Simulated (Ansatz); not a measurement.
A geometry of K away from equilibrium: step 2 of the relaxation of a generated cell, K built in the AFLOW prototype A_tP12_96_ab (as in Si). Level of theory: PBEsol (plane waves to 420 eV, PAW, scalar-relativistic; Ansatz, an electronic-structure program). Γ-centred k-mesh 3×3×3 on the run's cell (coarser than for final values), Fermi–Dirac smearing 0.05 eV.

```
K
1.0
    8.80968     0.00000     0.00000
    0.00000     8.80968     0.00000
    0.00000     0.00000    10.98500
K
12
Direct
  0.09440   0.09440   0.00000
  0.59440   0.40560   0.25000
  0.40560   0.59440   0.75000
  0.90560   0.90560   0.50000
  0.17731   0.37316   0.29097
  0.67731   0.12684   0.95903
  0.32269   0.87316   0.45903
  0.82269   0.62684   0.79097
  0.62684   0.82269   0.20903
  0.12684   0.67731   0.04097
  0.87316   0.32269   0.54097
  0.37316   0.17731   0.70903
```

Question: Which atoms carry the largest force, and which way does it point?

Answer: 0.25 eV/Å, on K1, K2, K3, K4 (atoms numbered as listed); on K1 its components are (0.18, 0.18, 0.00).

Question: What is the pressure?

Answer: +0.4 GPa, compression positive.

Question: How much energy per atom can still be gained by relaxing?

Answer: 0.14 eV/atom; the path ends in P4₃2₁2 (No. 96).

No spin polarisation in the result.

The run could not lose the symmetry of its start: the end is stationary, and may be a saddle point rather than a minimum.

The end of the path is a generated cell of K: the first start was made by placing the elements on the sites of a structure type, and the end was not matched to a known phase here, so it may be hypothetical. Known forms of K include space group No. 229.
